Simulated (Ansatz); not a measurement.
RbBr (rock salt, space group No. 225), a = b = c = 6.668 Å, α = β = γ = 90.00°; the cell used has 2 atoms.

Relaxed with LDA.

**Question.** Give the optical modes at the zone centre with their infrared and Raman activity from DFPT, LDA in the plane-wave PAW code Ansatz.

**Answer.** Transverse frequencies, without the LO–TO term; a row sums one degenerate level.

```tsv
ω (cm⁻¹)	degeneracy	IR ((D/Å)²/amu)	Raman (Å⁴/amu)	activity	symmetry
99	3	2.18	0	IR	T1u
```

**Question.** How high does the top mode go among those that the LO–TO term moves?

**Answer.** 132 cm⁻¹ for q along x.

Space group Fm-3m (rock salt). Symmetry was held in the LDA relaxation; phonons on a q-mesh show no instability.

Potentials: the later of the program's two PAW sets.
